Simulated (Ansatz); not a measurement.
Relaxed-ion elastic tensor of ZnO (wurtzite, P6_3mc) in GPa (Voigt order), plane-wave PAW LDA (Ansatz code); density 5.96 g/cm³, 11.33 Å³ per atom.

```
 221   139   124   0.0   0.0   0.0
 139   221   124   0.0   0.0   0.0
 124   124   238   0.0   0.0   0.0
 0.0   0.0   0.0  37.9   0.0   0.0
 0.0   0.0   0.0   0.0  37.9   0.0
 0.0   0.0   0.0   0.0   0.0  41.2
```

Task: Is the crystal mechanically stable?

Result: Yes: the smallest eigenvalue of C is 37.9 GPa.

Task: Work out the Voigt, Reuss and Hill averages.

Result: K_V = 161, K_R = 161, K_H = 161; G_V = 43.0, G_R = 42.0, G_H = 42.5 GPa.

Task: Give Young's modulus, Poisson's ratio, Pugh's ratio and the universal anisotropy index.

Result: E = 9KG/(3K + G) = 117 GPa; ν = 0.38; K/G = 3.79 (ductile by the Pugh limit of 1.75); A_U = 5G_V/G_R + K_V/K_R − 6 = 0.12.

Task: Estimate the sound speeds and the Debye temperature.

Result: v_l = √((K + 4G/3)/ρ) = 6050 m/s, v_t = √(G/ρ) = 2670 m/s, mean 3010 m/s; Θ = (h/k)(3n/4πV)^(1/3) v_m = 400 K.

Task: How much does each axis shrink under pressure?

Result: Linear compressibilities β_i = Σ_j S_ij (j = 1 to 3): x 2.1, y 2.1, z 2.0 per TPa.

The LDA relaxation kept the symmetry of its start; phonons on a q-mesh show no instability.

Potentials: the later of the program's two PAW sets.
